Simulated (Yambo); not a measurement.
SrTiO3 (cubic perovskite, space group Pm-3m, No. 221), G0W0@LDA in Yambo; all else as in the reference (4×4×4 Γ-centred k mesh, bands 2 to 118 and a 8 Ry block in the screening, 118 bands in G with the Bruneval-Gonze terminator, plasmon pole fitted at 27.2 eV). One parameter is varied: the cutoff of the exchange sum, over 5, 10, 20, 40, 84 Ry.

### Question
From which value on does the gap R → Γ stay within 0.05 eV of the largest setting?

### Answer
From 40 Ry on.
```csv
cutoff of the exchange sum (Ry),G0W0 gap (eV),valence shift (eV)
5,4.02,2.34
10,4.00,0.74
20,3.69,-0.07
40,3.52,-0.33
84,3.49,-0.38
```
The last step of the sweep still moves the gap by 28 meV; the other settings are held fixed.

Geometry of the Materials Project entry, not relaxed at this level; primitive cell a = 3.913 Å, b = 3.913 Å, c = 3.913 Å, α = 90.00°, β = 90.00°, γ = 90.00°.

A shift is the quasiparticle energy of the state minus its LDA energy.
